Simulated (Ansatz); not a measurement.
Q: Each is relaxed and computed with the program Ansatz at the r²SCAN level (PAW). Which is the only metal?
A. SiC, CsCl type
B. CaB2C2, I4/mcm (Ca on 4a, B on 8h, C on 8h)
C. SiO2, P6_322 (Si on 4f, O on 6g, O on 2c)
D. HfSiO4, I4_1/amd (O on 16h, Si on 4b, Hf on 4a)

A: A, SiC, CsCl type. SiC: metal; HfSiO4: gap 6.00 eV (indirect); SiO2: gap 6.17 eV (indirect); CaB2C2: gap 0.67 eV (indirect). Constructed cells (a structure type filled with these elements, in neither database checked): SiC, CsCl type. Not the usual ambient phase: SiC, CsCl type; SiO2, P6_322 (Si on 4f, O on 6g, O on 2c). Standing as an ambient phase not checked: CaB2C2, I4/mcm (Ca on 4a, B on 8h, C on 8h). Perhaps ordered models of mixed-site phases: CaB2C2, I4/mcm (Ca on 4a, B on 8h, C on 8h). Unstable at this level: SiC, CsCl type. All cells were relaxed under the symmetry of their starts (and spin orders); stability against distortions was not tested throughout. Rows with no word on spin ran without spin polarisation. Spin–orbit coupling is left out wherever it is not named.

Potentials: the later of the program's two PAW sets.
